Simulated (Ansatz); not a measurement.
MnSi:
```
MnSi
1.0
    4.51821     0.00000     0.00000
    0.00000     4.51821     0.00000
    0.00000     0.00000     4.51821
Mn Si
4 4
Direct
  0.13642   0.13642   0.13642
  0.36358   0.86358   0.63642
  0.63642   0.36358   0.86358
  0.86358   0.63642   0.36358
  0.84518   0.84518   0.84518
  0.65482   0.15482   0.34518
  0.34518   0.65482   0.15482
  0.15482   0.34518   0.65482
```
The run is spin-polarised; directions of the spins, atom by atom: ↑ ↑ ↑ ↑ 0 0 0 0.

Relaxed with PBE.

### Question
Tabulate the valence density and the electron localisation function along the shortest Mn–Mn contact (2.77 Å), plane-wave PAW PBE (Ansatz code).

### Answer


| distance from Mn (Å) | density (e/Å³) | ELF |
|---|---|---|
| 0.28 | 18.34 | 0.83 |
| 0.42 | 10.65 | 0.73 |
| 0.55 | 5.05 | 0.55 |
| 0.69 | 2.07 | 0.35 |
| 0.83 | 0.86 | 0.19 |
| 0.97 | 0.46 | 0.14 |
| 1.11 | 0.33 | 0.18 |
| 1.25 | 0.29 | 0.30 |
| 1.39 | 0.28 | 0.36 |
| 1.52 | 0.29 | 0.31 |
| 1.66 | 0.34 | 0.20 |
| 1.80 | 0.47 | 0.15 |
| 1.94 | 0.86 | 0.19 |
| 2.08 | 2.06 | 0.34 |
| 2.22 | 5.02 | 0.54 |
| 2.36 | 10.60 | 0.72 |
| 2.49 | 18.31 | 0.83 |

The density is the valence pseudo-density with augmentation charge, so density and ELF within about 1 Å of a nucleus are not all-electron values.

Space group P2_13. The cell was relaxed with PBE under the symmetry of its start. Magnetic state: ferromagnetic, chosen from 4 collinear starts compared on coarse meshes (ties went to the first, and starts can fall back to one state), not a proven ground state. Textbook magnetic order: helical.

Potentials: the later of the program's two PAW sets.
